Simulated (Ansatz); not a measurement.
Space group P4/nmm:1 (No. 129). a = 4.287 Å, b = 4.287 Å, c = 6.957 Å, α = 90.00°, β = 90.00°, γ = 90.00°
| atom | site | symmetry | x | y | z |
| --- | --- | --- | --- | --- | --- |
| Ba | 2c | 4mm | 0.0000 | 0.5000 | 0.2095 |
| H | 2a | -4m2 | 0.0000 | 0.0000 | 0.0000 |
| Cl | 2c | 4mm | 0.0000 | 0.5000 | 0.6583 |

Equation of state of this BaHCl structure (not necessarily the ground state), with shape and atoms relaxed at each volume where symmetry leaves them free. Method: DFT LDA, scalar-relativistic, plane waves, PAW in Ansatz 0.2.0.

Cutoff 420 eV; k points 6×6×4 on the computed 6-atom cell (Γ-centred); Gaussian smearing, width 0.02 eV; no spin polarisation.

| V (Å³/atom) | E − E(largest V) (meV/atom) | P (GPa) | gap on mesh (eV) |
| --- | --- | --- | --- |
| 20.031 | 1.84 | 2.93 | 2.44 |
| 20.670 | -6.59 | 1.34 | 2.59 |
| 21.310 | -9.18 | -0.01 | 2.72 |
| 21.949 | -6.74 | -1.18 | 2.84 |
| 22.588 | 0.00 | -2.18 | 2.95 |

Task: Fit a third-order Birch–Murnaghan equation to E(V).

Result: V0 = 21.30 Å³/atom, B0 = 42 GPa, B0' = 4.1.

Spin-orbit coupling is left out, which matters for the bands of heavy elements.

The gaps are read on the mesh, which can miss the band edges, so they can be too wide.

Cost: 5 runs of about 2.1 core-minutes in all, on Arm Neoverse V1 (shared hosts).